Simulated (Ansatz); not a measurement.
A relaxed structure of BP. Space group P6₃mc (No. 186), wurtzite type. All values below come from PBEsol (plane waves to 420 eV, PAW, scalar-relativistic; Ansatz, a quantum-chemistry and plane-wave program).

```cif
data_B2P2
_chemical_formula_sum 'B2 P2'
_space_group_name_H-M_alt 'P63mc'
_space_group_IT_number 186
_space_group_name_Hall 'P 6c -2c'
_cell_length_a 3.17933
_cell_length_b 3.17933
_cell_length_c 5.27447
_cell_angle_alpha 90.000
_cell_angle_beta 90.000
_cell_angle_gamma 120.000
loop_
_atom_site_label
_atom_site_type_symbol
_atom_site_symmetry_multiplicity
_atom_site_Wyckoff_symbol
_atom_site_fract_x
_atom_site_fract_y
_atom_site_fract_z
_atom_site_occupancy
B1 B 2 b 0.66667 0.33333 0.43398 1
P1 P 2 b 0.33333 0.66667 0.30808 1
```

Task: Give the band gap at the level PBEsol.

Result: 0.83 eV, indirect (valence top at Γ, conduction bottom at K) (no spin-orbit coupling).

Task: Give the smallest direct gap at the level PBEsol.

Result: 2.69 eV at Γ.

No spin polarisation in the result.

It was reached from a disturbed copy of a Pm-3m (No. 221) cell (CsCl type), against which it lies -1.73 eV/atom.

The first start was generated by placing the elements on the sites of a structure type. Materials Project lists a structure of BP in the same space group, P6₃mc (No. 186); the sites were not compared with it, nor with measured phases. Known forms of BP include space group No. 216.
